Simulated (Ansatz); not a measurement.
GaAs:
```
GaAs
1.0
    3.99394     0.00000     0.00000
   -1.99697     3.45885     0.00000
    0.00000     0.00000     6.58583
Ga As
2 2
Direct
  0.33333   0.66667   0.00007
  0.66667   0.33333   0.50007
  0.33333   0.66667   0.37393
  0.66667   0.33333   0.87393
```

Relaxed with r²SCAN. Special points in fractions of this cell's reciprocal vectors: Γ (0.000, 0.000, 0.000); M (0.500, 0.000, 0.000); K (0.333, 0.333, 0.000); A (0.000, 0.000, 0.500); L (0.500, 0.000, 0.500); H (0.333, 0.333, 0.500).

Question: List the band energies nearest the valence-band maximum at these points for DFT-r²SCAN in the program Ansatz with PAW potentials.

Answer: In eV from the valence-band maximum; about four levels below and three above (degenerate sets whole), none deeper than 8.9 eV; points with the same levels are listed once.

| k | below | above |
|---|---|---|
| Γ | -1.29 -1.29 -0.19 0.00 0.00 | 0.97 1.08 3.79 3.79 |
| M | -4.23 -2.82 -2.47 -1.27 | 1.61 2.69 4.08 |
| K | -4.67 -3.15 -3.15 -2.91 | 2.48 5.13 5.13 |
| A | -0.73 -0.73 -0.73 -0.73 | 1.83 1.83 4.64 4.64 4.64 4.64 |
| L | -2.28 -2.28 -2.17 -2.17 | 1.59 1.59 3.27 3.27 |
| H | -3.96 -3.96 -1.82 -1.82 | 2.41 2.41 5.08 5.08 |

Space group P6_3mc (wurtzite). The workflow started from a Materials Project entry (that database holds measured and hypothetical structures alike); the Crystallography Open Database copy checked does not list it. It is not the phase usual at ambient conditions (space group No. 216). The cell was relaxed with r²SCAN under the symmetry of its start; whether a distortion lowers the energy is not shown. Scalar-relativistic: spin–orbit coupling is off unless named, which matters more the heavier the elements.

Potentials: the later of the program's two PAW sets.
